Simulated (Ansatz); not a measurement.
**Which start gave this state of MnO₂?**

MnO₂ is taken in the coordinates of a database entry, unrelaxed (space group Pnma), 12 atoms in the cell. Forces or pressure are large there, so the entry is far from the computed equilibrium and may be faulty or of a sample under other conditions, or the chosen U doesn't suit it. Source: COD entry 9016028; it may be a high-temperature, high-pressure or metastable form.

```
CELL_PARAMETERS angstrom
9.32000 0.00000 0.00000
0.00000 2.85000 0.00000
0.00000 0.00000 4.46000
ATOMIC_POSITIONS crystal
Mn 0.64000 0.25000 0.48000
Mn 0.36000 0.75000 0.52000
Mn 0.14000 0.25000 0.02000
Mn 0.86000 0.75000 0.98000
O 0.53500 0.75000 0.29000
O 0.46500 0.25000 0.71000
O 0.03500 0.75000 0.21000
O 0.96500 0.25000 0.79000
O 0.78500 0.25000 0.19000
O 0.21500 0.75000 0.81000
O 0.28500 0.25000 0.31000
O 0.71500 0.75000 0.69000
```

Site labels below count the atoms in this order, from 1.

The calculation used Ansatz, DFT, PBEsol+U, PAW, plane waves, scalar-relativistic.

```json
{"Hubbard term (Dudarev form)": "U − J = 3.9 eV on Mn d, on Löwdin-orthonormalised all-electron atomic orbitals", "Plane-wave cutoff": "420 eV", "k-point mesh": "2×6×4 (Γ-centred)", "Occupations": "Fermi–Dirac smearing, 0.05 eV"}
```

Site moments are integrals over atomic spheres and don't add up to the total.

A static U favours moments and orbital order; the result depends on U and need not be the measured state.

Plain SCF: the run stops at the first self-consistent solution.

One run gave this history:

```csv
iteration,Harris–Foulkes energy + 19956 (eV),largest residual (eV),M (μB),absolute moment (μB)
1,0.5826,1.18e+02,0.00,9.98
2,6.4856,1.70e+01,0.00,12.30
3,7.2602,3.96e+00,0.00,12.72
4,5.2796,7.53e+00,0.00,12.77
5,5.6239,2.19e-01,0.00,12.87
6,5.2776,2.27e-01,0.00,12.93
7,5.0746,3.13e-02,0.00,12.95
8,4.9576,4.98e-03,0.00,12.96
9,4.8151,1.15e-01,0.00,12.97
10,4.8293,5.77e-04,0.00,12.99
11,4.8287,9.84e-05,0.00,12.99
13,4.8286,5.40e-06,0.00,12.98
14,4.8286,5.16e-07,0.00,12.98
15,4.8286,1.11e-07,0.00,12.98
16,4.8286,6.06e-08,0.00,12.98
```

It ended antiferromagnetic, site moments Mn1 2.56, Mn2 -2.56, Mn3 2.56, Mn4 -2.56, O5 -0.03, O6 0.03, O7 -0.03, O8 0.03, O9 -0.01, O10 0.01, O11 -0.01, O12 0.01 μB, total 0.00 μB per cell, a gap of 1.72 eV on the k-mesh.

Task: These set-ups ended in different states. Which one gave the run above?
A. parallel moments, plain SCF [Mn1 4.50, Mn2 4.50, Mn3 4.50, Mn4 4.50 μB]
B. a moment on one site alone, plain SCF [Mn4 4.50 μB]
C. opposed moments +--+, plain SCF [Mn1 4.50, Mn2 -4.50, Mn3 -4.50, Mn4 4.50 μB]
D. usual moments times 0.5, signs +-+-, plain SCF [Mn1 2.25, Mn2 -2.25, Mn3 2.25, Mn4 -2.25 μB]

Result: D. The others ended as follows, with energies against this run: “opposed moments +--+, plain SCF” antiferromagnetic, +13.1 meV/atom; “parallel moments, plain SCF” ferromagnetic, +4.5 meV/atom; “a moment on one site alone, plain SCF” antiferromagnetic, -5.1 meV/atom.
